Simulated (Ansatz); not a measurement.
GaSb:
```yaml
crystal:
  lattice:
    - [0.00000, 3.06572, 3.06572]
    - [3.06572, 0.00000, 3.06572]
    - [3.06572, 3.06572, 0.00000]
  atoms:
    - { symbol: Sb, position: [0.75000, 0.75000, 0.75000] }
    - { symbol: Ga, position: [0.00000, 0.00000, 0.00000] }
```

Relaxed with r²SCAN. Special points in fractions of this cell's reciprocal vectors: Γ (0.000, 0.000, 0.000); X (0.500, 0.000, 0.500); U (0.625, 0.250, 0.625); K (0.375, 0.375, 0.750); L (0.500, 0.500, 0.500); W (0.500, 0.250, 0.750).

**Question.** List the band energies nearest the valence-band maximum at these points for DFT-r²SCAN in the program Ansatz with PAW potentials.

**Answer.** In eV from the valence-band maximum; about four levels below and three above (degenerate sets whole), none deeper than 8.9 eV; points with the same levels are listed once.

```tsv
k	below	above
Γ	0.00 0.00 0.00	0.42 2.99 2.99 2.99
X	-7.00 -2.67 -2.67	1.14 1.50 9.26 9.26
U	-6.81 -3.71 -2.27	1.66 4.20 7.09
L	-6.53 -1.20 -1.20	0.68 4.03 4.03
W	-6.86 -3.44 -3.21	4.00 4.63 4.81
```

Space group F-43m (zinc blende). The r²SCAN relaxation kept the symmetry of its start; of distortions, only those at the zone centre were tested. Spin–orbit coupling is left out wherever it is not named.

Potentials: the later of the program's two PAW sets.
